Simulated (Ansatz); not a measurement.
**Question.** Name crystals whose computed values (LDA in the plane-wave PAW code Ansatz) fall in these windows: electron conductivity mass (mₑ) 0.59 to 0.77; ε0 14 to 20; Θ_D (K) 600 to 720.

**Answer.** 

```tsv
crystal	electron conductivity mass (mₑ)	ε0	Θ_D (K)
Mg2H6Ru, Fm-3m (Mg on 8c, H on 24e, Ru on 4a)	0.67	17.1	656
```
Others may fit too.

Standing as an ambient phase not checked: Mg2H6Ru, Fm-3m (Mg on 8c, H on 24e, Ru on 4a). The cell was relaxed under the symmetry of its start. Rows with no word on spin ran without spin polarisation. Spin–orbit coupling is left out wherever it is not named.

Potentials: the later of the program's two PAW sets.
